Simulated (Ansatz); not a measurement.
Al2Cu:
```
Al2Cu
1.0
   -2.99840     2.99840     2.40227
    2.99840    -2.99840     2.40227
    2.99840     2.99840    -2.40227
Al Cu
4 2
Direct
  0.65935   0.15935   0.81870
  0.84065   0.65935   0.50000
  0.15935   0.34065   0.50000
  0.34065   0.84065   0.18130
  0.25000   0.25000   0.00000
  0.75000   0.75000   0.00000
```

Relaxed with r²SCAN.

Question: Map the electron localisation function on the plane through (0.841, 0.659, 0.500) spanned by u = [0, 0, 1] and v = [1, -1, 0] in lattice vectors, from plane-wave PAW r²SCAN (Ansatz code).

Answer: x is the fraction of u, y of v (the angle between them is 90°; rows are the nearest grid lines); atoms in the plane: Al at (0.00, 0.00), Al at (0.00, 0.32), Cu at (0.50, 0.41), Cu at (0.50, 0.91).
```
|0101465422122212245641010|
|0004665222356532225664000|
|0125664222589852224665210|
|3345543212367632123455433|
|2233444322222222234443322|
|3344455554433344555544433|
|5555555666555556665555555|
|8886532356666666532356888|
|9987421235666665321247899|
|7776544466666666644456777|
|5555555666655566665555555|
|2333445543222223455443332|
|2334444222223222224444332|
|2345553222589852223555432|
|1135664222599952224665311|
|1002665322233322235662001|
|1101465432222222345641011|
|1234554444555554444554321|
|7666544445566655444456667|
|9887543345566655433457889|
|9886543345566655433456889|
|2344544444555554444454432|
|0002455444333334445542000|
|0101465422122212245641010|
```
Scale: ten equal steps from -0.008 (start of '0') to 0.923 (end of '9'), in the order '0123456789'; x runs from 0.000 to 1.00, y from 0.000 (bottom) to 1.00 (top).

The density is the valence pseudo-density with augmentation charge, so density and ELF within about 1 Å of a nucleus are not all-electron values.

Space group I4/mcm. The r²SCAN relaxation kept the symmetry of its start; of distortions, only those at the zone centre were tested. No spin polarisation was allowed.

Potentials: the later of the program's two PAW sets.
